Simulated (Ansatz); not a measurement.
Here is the system:

GeW$_{3}$:
```cif
data_Ge4W12
_chemical_formula_sum 'Ge4 W12'
_space_group_name_H-M_alt 'Fm-3m'
_space_group_IT_number 225
_space_group_name_Hall '-F 4 2 3'
_cell_length_a 6.32032
_cell_length_b 6.32032
_cell_length_c 6.32032
_cell_angle_alpha 90.000
_cell_angle_beta 90.000
_cell_angle_gamma 90.000
loop_
_atom_site_label
_atom_site_type_symbol
_atom_site_symmetry_multiplicity
_atom_site_Wyckoff_symbol
_atom_site_fract_x
_atom_site_fract_y
_atom_site_fract_z
_atom_site_occupancy
Ge1 Ge 4 a 0.00000 0.00000 0.00000 1
W1 W 4 b 0.50000 0.50000 0.50000 1
W2 W 8 c 0.25000 0.25000 0.25000 1
```
(The calculation used a cell of 4 atoms; values per cell refer to that cell.)

This is the PBE-relaxed structure.

Q: All from PBE in the plane-wave PAW code Ansatz, unless another level is named. Estimate the electronic character.

A: metallic (no gap).

Q: What about the density of states at the Fermi level?

A: 0.61 states/eV per atom (mean over ±0.08 eV).

Q: Give the formation energy from the elements (no fitted shifts).

A: 0.38 eV/atom.

The cell is a constructed one: a structure type filled with these elements; neither database checked (COD, Materials Project) lists it. Its standing as an ambient phase is unchecked. Symmetry was held in the PBE relaxation; its stability against distortions is not shown here. No spin polarisation was allowed. The references are the lowest solids computed at this level, not always the standard phases. Scalar-relativistic: spin–orbit coupling is off unless named, which matters more the heavier the elements.

Potentials: the later of the program's two PAW sets.
